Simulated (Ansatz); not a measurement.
Space group P6/mmm (No. 191). a = 5.678 Å, b = 5.678 Å, c = 4.641 Å, α = 90.00°, β = 90.00°, γ = 120.00°
```json
{"atom": "Sr", "site": "1a", "symmetry": "6/mmm", "x": "0.0000", "y": "0.0000", "z": "0.0000"}
{"atom": "Ag", "site": "2c", "symmetry": "-6m2", "x": "0.3333", "y": "0.6667", "z": "0.0000"}
{"atom": "Ag", "site": "3g", "symmetry": "mmm", "x": "0.5000", "y": "0.0000", "z": "0.5000"}
```

Equation of state of this SrAg₅ structure (not necessarily the ground state), with shape and atoms relaxed at each volume where symmetry leaves them free. It has no gap at any of these volumes. Level of theory: Ansatz, DFT r2SCAN, scalar-relativistic, plane waves, PAW.

Plane waves to 500 eV, a k mesh through Γ of 6×6×8 on the computed 6-atom cell and Gaussian smearing (0.10 eV); no spin polarisation.

```csv
V (Å³/atom),E − E(largest V) (meV/atom),P (GPa)
19.008,49.39,12.39
19.656,7.74,8.36
20.304,-19.11,5.03
20.952,-33.65,2.26
21.600,-38.02,-0.01
22.248,-33.99,-1.91
22.896,-23.08,-3.44
23.760,0.00,-5.07
```

Q: Fit a third-order Birch–Murnaghan equation to E(V).

A: V0 = 21.59 Å³/atom, B0 = 69 GPa, B0' = 5.4.

Cost: 8 runs of about 13 core-minutes in all, on AMD EPYC 7R43 (Zen 3) (shared hosts).